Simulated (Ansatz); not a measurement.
The relaxed structure here is a generated cell of BiB: the first start was made by placing the elements on the sites of a structure type, and the end was not matched to a known phase here, so it may be hypothetical.

A relaxed cell of BiB (F-43m (No. 216)), relaxed on a k-mesh at least as fine as the one used below. The numbers are results of r2SCAN (plane waves to 500 eV, PAW, scalar-relativistic; Ansatz, a program for electronic structure), not measurements. Γ-centred k-mesh 7×4×7 on the run's cell (coarser than for final values), Fermi–Dirac smearing 0.05 eV.

```yaml
crystal:
  lattice:
    - [0.00000, 2.74524, 2.74524]
    - [5.49049, 0.00000, 5.49049]
    - [2.74524, 2.74524, 0.00000]
  atoms:
    - { symbol: Bi, position: [0.75000, 0.37500, 0.75000] }
    - { symbol: Bi, position: [0.75000, 0.87500, 0.75000] }
    - { symbol: B, position: [0.00000, 0.00000, 0.00000] }
    - { symbol: B, position: [0.00000, 0.50000, 0.00000] }
```

The atoms are displaced by (Å):

| atom | ux | uy | uz |
|---|---|---|---|
| Bi1 | -0.202 | -0.093 | 0.008 |
| Bi2 | 0.141 | -0.038 | -0.129 |
| B3 | 0.073 | -0.030 | -0.006 |
| B4 | 0.070 | 0.085 | -0.078 |

### Question
What forces (eV/Å) and pressure result?

### Answer
```json
[
 {"atom": "Bi1", "Fx": "3.77", "Fy": "1.98", "Fz": "-1.74"},
 {"atom": "Bi2", "Fx": "-1.31", "Fy": "0.79", "Fz": "0.85"},
 {"atom": "B3", "Fx": "0.26", "Fy": "0.01", "Fz": "-1.50"},
 {"atom": "B4", "Fx": "-2.73", "Fy": "-2.77", "Fz": "2.39"}
]
```

Pressure +3.1 GPa.

### Question
Estimate the energy cost of the displacement in the harmonic approximation and compare with the calculation.

### Answer
For a harmonic well ΔE = −½ Σ F·u = 0.934 eV a cell, or 234 meV/atom. The calculated energy relative to the undisplaced cell is +0.22 eV/atom, so the harmonic estimate holds well.

No spin polarisation in the result.

The run that gave the undisplaced cell could not lose the symmetry of its start; a randomly shaken copy of 4 atoms returns to this structure.
